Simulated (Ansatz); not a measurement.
VO$_{2}$:
```cif
data_O8V4
_chemical_formula_sum 'V4 O8'
_space_group_name_H-M_alt 'P 1'
_space_group_IT_number 1
_cell_length_a 7.20247
_cell_length_b 7.20247
_cell_length_c 7.20247
_cell_angle_alpha 92.179
_cell_angle_beta 92.179
_cell_angle_gamma 157.513
loop_
_space_group_symop_operation_xyz
  'x, y, z'
loop_
_atom_site_label
_atom_site_type_symbol
_atom_site_fract_x
_atom_site_fract_y
_atom_site_fract_z
_atom_site_occupancy
V1 V 0.63859 0.82245 0.46104 1
V2 V 0.82245 0.36141 0.18386 1
V3 V 0.36141 0.17755 0.53896 1
V4 V 0.17755 0.63859 0.81614 1
O1 O 0.15711 0.20084 0.35795 1
O2 O 0.20084 0.84289 0.04373 1
O3 O 0.84289 0.79916 0.64205 1
O4 O 0.79916 0.15711 0.95627 1
O5 O 0.16204 0.45657 0.61862 1
O6 O 0.45657 0.83796 0.29453 1
O7 O 0.83796 0.54343 0.38138 1
O8 O 0.54343 0.16204 0.70547 1
```
Starting moments (μB, in the order of the atoms V V V V O O O O O O O O): 1.1 1.1 1.1 1.1 0.0 0.0 0.0 0.0 -0.1 -0.1 -0.1 -0.1.

Relaxed with PBEsol.

Q: Which orbitals make up the states near the Fermi level in PBEsol (plane waves, PAW; program Ansatz)?

A: Within 0.5 eV of the Fermi level: V 3d 83 %, O 2p 16 %. Projections are on Löwdin-orthogonalised atomic valence shells; empty p or d shells of many metals are not among them.

Q: Tabulate the density of states.

A: States/eV per cell of 12 atoms, in 0.25 eV bins, energy from the Fermi level.

```
E (eV)  total   O 2p   V 3d  O 2s
------  -----  -----  -----  ----
-7.75    0.00   0.00   0.00  0.00
-7.50    0.91   0.62   0.23  0.01
-7.25    4.31   2.96   1.11  0.05
-7.00    8.83   6.07   2.31  0.08
-6.75   13.12   9.06   3.48  0.14
-6.50   11.49   8.10   2.99  0.07
-6.25   16.36  11.68   4.20  0.08
-6.00    7.62   5.49   1.92  0.06
-5.75    7.58   5.45   1.84  0.10
-5.50    7.03   5.08   1.70  0.09
-5.25    7.77   5.76   1.75  0.11
-5.00    8.19   6.38   1.47  0.14
-4.75    6.90   5.40   1.22  0.10
-4.50    9.68   7.61   1.69  0.16
-4.25   12.99  10.57   1.93  0.18
-4.00   12.61  10.51   1.71  0.12
-3.75    9.69   8.12   1.32  0.08
-3.50   13.88  11.63   1.93  0.11
-3.25    8.04   6.87   0.97  0.08
-3.00    9.91   8.82   0.84  0.10
-2.75    7.82   7.15   0.52  0.06
-2.50    5.72   5.36   0.27  0.03
-2.25    1.54   1.46   0.06  0.00
-2.00    0.00   0.00   0.00  0.00
-1.75    0.00   0.00   0.00  0.00
-1.50    0.00   0.00   0.00  0.00
-1.25    0.00   0.00   0.00  0.00
-1.00    0.00   0.00   0.00  0.00
-0.75    0.07   0.00   0.06  0.00
-0.50    4.69   0.44   4.18  0.02
-0.25    8.91   1.30   7.45  0.05
0.00     4.04   0.76   3.21  0.01
0.25     3.24   0.64   2.55  0.01
0.50    11.70   1.80   9.72  0.06
0.75    14.41   2.18  11.97  0.06
1.00    11.75   2.51   9.00  0.06
1.25     9.07   2.07   6.80  0.04
1.50     9.50   1.53   7.77  0.06
1.75     6.55   1.04   5.40  0.03
2.00     8.37   1.83   6.34  0.05
2.25     3.29   0.74   2.44  0.03
2.50     1.37   0.28   0.95  0.09
2.75     5.41   1.06   3.68  0.51
3.00     4.32   0.94   2.90  0.36
3.25     7.02   1.49   4.76  0.57
3.50     6.53   1.49   4.39  0.47
3.75     9.70   2.80   6.20  0.45
4.00     6.66   2.16   4.11  0.23
4.25    10.46   3.46   6.49  0.26
4.50     6.27   2.11   3.88  0.14
4.75     5.29   1.79   3.27  0.10
```

Space group I4/m. The start of the workflow was typed in or built on a structure type; neither database checked (COD, Materials Project) lists it. COD files the formula under space group No. 10, 12, 14, 136, so this cell is another polymorph or a model. Its standing as an ambient phase is unchecked. The cell was relaxed with PBEsol under the symmetry of its start; its stability against distortions is not shown here. Spin order of the final state: ferromagnetic, chosen from 2 collinear starts compared on coarse meshes (ties went to the first, and starts can fall back to one state), not a proven ground state. The volume moved by -20 % from the start of the relaxation. No Hubbard U is applied. The compound may be a true metal, but semilocal functionals without U, or a wrong spin order, can also close a gap.

Potentials: the later of the program's two PAW sets.
